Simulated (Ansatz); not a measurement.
Co (hcp, Mg type)

```xyz
2
Lattice="2.4939 0.0000 0.0000 -1.2470 2.1598 0.0000 0.0000 0.0000 4.0317" Properties=species:S:1:pos:R:3 pbc="T T T"
Co     0.0000     1.4399     3.0238
Co     1.2470     0.7199     1.0079
```

In this cell atom 2 (Co, nearest neighbour Co at 2.477 Å; its periodic images, 2.5 Å or more away, move with it) is moved by s along Cartesian [111], unit vector (0.577, 0.577, 0.577); all other atoms and the cell stay fixed.

All values below come from PBE (plane waves to 420 eV, PAW, scalar-relativistic; Ansatz, a quantum-chemistry and plane-wave program). k mesh 17×17×9 (Γ-centred), Fermi-Dirac smearing 0.05 eV. The energy includes the smearing's −TS. With partly filled bands, energies and forces of such displacements shift with the k mesh and the smearing. On this mesh the relaxed cell isn't quite at rest: it carries a pressure of 0.2 GPa (compression positive) at the zero of the scan. Co was relaxed with its symmetry unable to fall. Relaxed Co ends ferromagnetic. The PAW data are Ansatz's earlier set. The magnetic order is the one the run started from; other orders were not tried. The zero of ΔE is the undisplaced structure.

The scan covers s from -0.250 to 0.250 Å in 11 points.

Q: Is the energy the same for displacements of ±0.250 Å, and if not, which side lies higher?

A: Not even: the positive side lies higher at ±0.250 Å. With its periodic images moving along, the atom's site symmetry in this cell is -6m2.

Q: What force acts on the atom along the line at s = -0.250 Å?

A: 1.16 eV/Å.

Q: What is the energy change at s = 0.250 Å?

A: 136 meV/cell.

Q: What is the force constant k = d²E/ds² of this move at s = 0?

A: 3.56 eV/Å².

(For displaced atoms, the force is minus the slope of the energy, and its curvature is a force constant, which sets phonon frequencies.)
